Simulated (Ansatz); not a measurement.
Si₄Ni₃Pt: vibrational free energy, entropy and heat capacity

Computed with DFT PBE, scalar-relativistic, plane waves, PAW (Ansatz). Cutoff 420 eV, 8×8×8 k-points (Γ-centred), Fermi-Dirac smearing of 0.15 eV. No spin polarisation. Phonons by linear response, acoustic sum rule imposed.

Equilibrium structure at this level:
```cif
data_structure
_symmetry_space_group_name_H-M 'P4mm'
_symmetry_Int_Tables_number 99
_cell_length_a 4.5792
_cell_length_b 4.5792
_cell_length_c 4.8178
_cell_angle_alpha 90.000
_cell_angle_beta 90.000
_cell_angle_gamma 90.000
_cell_volume 101.02
loop_
_atom_site_label
_atom_site_type_symbol
_atom_site_symmetry_multiplicity
_atom_site_Wyckoff_symbol
_atom_site_fract_x
_atom_site_fract_y
_atom_site_fract_z
_atom_site_occupancy
Si1 Si 2 c 0.00000 0.50000 0.84893 1
Si2 Si 1 a 0.00000 0.00000 0.16535 1
Si3 Si 1 b 0.50000 0.50000 0.15351 1
Ni1 Ni 2 c 0.00000 0.50000 0.33209 1
Ni2 Ni 1 b 0.50000 0.50000 0.65987 1
Pt1 Pt 1 a 0.00000 0.00000 0.65920 1
```

The structure comes from a generated guess, relaxed at this level; another structure or a mixture of phases may lie lower. In a metal, frequencies and elastic constants depend on the k mesh and the smearing, soft modes and shear constants most. Spin–orbit coupling is left out, which matters for heavy elements.

Force constants from linear response on a 2×2×2 q mesh, interpolated to a fine mesh.

Phonon density of states, in bins of 10 cm⁻¹:
(bin centre (cm⁻¹), share of modes (%)): (5, 0.0), (15, 0.0), (25, 0.1), (35, 0.2), (45, 0.4), (55, 0.8), (65, 1.6), (75, 2.7), (85, 3.3), (95, 2.6), (105, 2.8), (115, 2.5), (125, 3.5), (135, 4.2), (145, 6.7), (155, 2.7), (165, 1.9), (175, 2.7), (185, 4.7), (195, 4.4), (205, 6.0), (215, 4.5), (225, 1.6), (235, 3.6), (245, 1.7), (255, 2.8), (265, 6.2), (275, 0.8), (285, 0.0), (295, 0.0), (305, 0.0), (315, 0.8), (325, 1.6), (335, 4.5), (345, 5.3), (355, 4.8), (365, 3.3), (375, 0.4), (385, 0.0), (395, 0.0), (405, 0.0), (415, 0.0), (425, 0.2), (435, 1.0), (445, 0.9), (455, 0.9), (465, 0.8), (475, 0.3), (485, 0.0)

(1) Give the zero-point energy per atom.

(2) How large are the vibrational entropy and heat capacity at 300 K?

(3) Tabulate them against temperature.

Answers

(1) 40.7 meV.

(2) S = 3.37 k_B and C_V = 2.70 k_B per atom, 90 % of the Dulong–Petit value.

(3)
```csv
T (K),F_vib (meV/atom),S (k_B/atom),C_V (k_B/atom)
100,37.9,0.95,1.51
200,23.5,2.33,2.40
300,-1.2,3.37,2.70
400,-33.8,4.17,2.82
500,-72.6,4.80,2.88
600,-116.3,5.33,2.92
700,-164.3,5.78,2.94
800,-215.8,6.18,2.95
900,-270.6,6.53,2.96
1000,-328.2,6.84,2.97
```
